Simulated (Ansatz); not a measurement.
Nb:
```
CELL_PARAMETERS angstrom
     -1.62379     1.62379     1.62379
      1.62379    -1.62379     1.62379
      1.62379     1.62379    -1.62379
ATOMIC_POSITIONS crystal
  Nb 0.00000 0.00000 0.00000
```

Relaxed with LDA. Special points in fractions of this cell's reciprocal vectors: Γ (0.000, 0.000, 0.000); H (0.500, -0.500, 0.500); N (0.000, 0.000, 0.500); P (0.250, 0.250, 0.250).

Task: List the band energies nearest the Fermi level at these points for LDA in the plane-wave PAW code Ansatz.

Result: In eV from the Fermi level; about four levels below and three above (degenerate sets whole), none deeper than 8.9 eV; … stands for higher levels left out; points with the same levels are listed once.

```json
[
 {"k": "Γ", "below": "-6.00", "above": "0.33 0.33 0.33"},
 {"k": "H", "below": "-4.04 -4.04", "above": "…"},
 {"k": "N", "below": "-3.94 -1.83", "above": "2.61 3.47 …"},
 {"k": "P", "below": "-1.11 -1.11 -1.11", "above": "…"}
]
```

Space group Im-3m (bcc (W type)). The cell was relaxed with LDA under the symmetry of its start. No spin polarisation was allowed. Scalar-relativistic: spin–orbit coupling is off unless named, which matters more the heavier the elements.

Potentials: the later of the program's two PAW sets.
